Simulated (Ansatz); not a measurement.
# How FePt answers to pressure

Space group P4/mmm (No. 123). a = 2.722 Å, b = 2.722 Å, c = 3.700 Å, α = 90.00°, β = 90.00°, γ = 90.00°
| atom | site | symmetry | x | y | z |
| --- | --- | --- | --- | --- | --- |
| Fe | 1d | 4/mmm | 0.5000 | 0.5000 | 0.5000 |
| Pt | 1a | 4/mmm | 0.0000 | 0.0000 | 0.0000 |

The runs use the primitive cell with vectors (2.722, 0.000, 0.000), (0.000, 2.722, 0.000), (0.000, 0.000, 3.700) Å, to which the k mesh refers.

The geometry is COD entry 1540807, unchecked; take it as a test cell.

The magnetic state is the one reached from the start moments; no search over orders was made, so it needn't be the ground state.

Spin–orbit coupling is left out, though it moves levels of the heavy atoms by tenths of an eV or more.

Level of theory: Ansatz 0.2.0, DFT, PBE, all-electron LAPW, scalar-relativistic.

Settings: a Γ-centred 12×12×9 k mesh, Fermi–Dirac smearing of 0.05 eV, basis error target 1 meV/atom, spin-polarised from start moments Fe1 3 μB.

The cell is scaled evenly with fractional coordinates held.

```tsv
V/V(cell)	P (GPa)	cell moment (μB)
0.9800	9.90	3.254
1.0000	5.09	3.290
1.0200	0.80	3.322
1.0600	-6.42	3.381
```

Task: From the rows at 0.9800 and 1.0200, what is the bulk modulus at the cell's volume?

Result: B = −ΔP/Δln V = −[(0.80) − (9.90)]/0.04001 = 227.5 GPa.

In a magnetic metal the moment, and with it the modulus, depend on the k mesh by some per cent, and the slopes vary along the table.

Task: How does the moment scale with volume?

Result: dln M/dln V = ln(3.322/3.254)/0.04001 = 0.5: expansion raises it.

Task: Predict the row at V/V(cell) = 0.9405. How far is a linear estimate of P off?

Result: P = 21.19 GPa, moment 3.176 μB. The linear estimate P(cell) − B ln(V/V(cell)) = 19.05 GPa misses by 2.14 GPa, since the modulus grows under compression.
